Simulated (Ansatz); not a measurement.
**From the elastic tensor of ScAl3N4 to moduli and sound speeds**

Level of theory: DFT PBEsol, scalar-relativistic, plane waves, PAW (Ansatz 0.2.0). Settings: 420 eV plane-wave cutoff, Γ-centred 6×6×6 mesh, fixed occupations. No spin polarisation.

The structure is cubic, space group P-43m (No. 215). The conventional cell has a = 4.498 Å, b = 4.498 Å, c = 4.498 Å, α = 90.00°, β = 90.00°, γ = 90.00°. Sc (site symmetry -43m) is surrounded by 4 N at 2.05 Å. Al (site symmetry -42m) is surrounded by 4 N at 1.92 Å. N (site symmetry 3m) has 3 Al at 1.92 Å and 1 Sc at 2.05 Å as nearest neighbours.

The cell was built by swapping an element in a database structure (itself possibly hypothetical) and relaxing; it need not be the stable form of this composition.

Relaxed-ion constants (GPa, on the Cartesian axes of the calculation):
C11 = 244.0, C12 = 152.8, C13 = 152.8, C22 = 244.0, C23 = 152.8, C33 = 244.0, C44 = 116.0, C55 = 116.0, C66 = 116.0 GPa; the others vanish.

Density 3.319 g/cm³; 8 atoms in 91.01 Å³.

The values that follow are for a polycrystal of randomly turned grains, by Hill's mean where one number stands. In a crystal this anisotropic the Voigt and Reuss bounds lie far apart, so Hill's mean and the sound speeds and Debye temperature from it are rough.

With S = C⁻¹: B_V = (C11+C22+C33+2(C12+C13+C23))/9, G_V = (C11+C22+C33−C12−C13−C23+3(C44+C55+C66))/15, 1/B_R = S11+S22+S33+2(S12+S13+S23), 15/G_R = 4(S11+S22+S33−S12−S13−S23)+3(S44+S55+S66); Hill is their mean. Then v_l = √((B+4G/3)/ρ), v_t = √(G/ρ), v_m = [(2/v_t³+1/v_l³)/3]^(−1/3) and Θ = (ħ/k_B)·v_m·(6π²n/V)^(1/3) for n atoms in the volume V; E = 9BG/(3B+G), ν = (3B−2G)/(2(3B+G)) and A^U = 5G_V/G_R + B_V/B_R − 6.

```json
{
  "Bulk modulus, Voigt / Reuss / Hill": "183.2 / 183.2 / 183.2 GPa",
  "Shear modulus, Voigt / Reuss / Hill": "87.8 / 71.7 / 79.8 GPa",
  "Young's modulus": "209 GPa",
  "Poisson ratio": "0.310",
  "Pugh ratio B/G": "2.30",
  "Universal anisotropy index": "1.12",
  "Longitudinal and transverse sound speeds": "9340 and 4903 m/s",
  "Debye temperature from the mean sound speed": "726 K"
}
```

Cost: 1 run of about 6.8 core-minutes, on Intel Xeon Platinum 8259CL (Skylake/Cascade Lake) (shared hosts).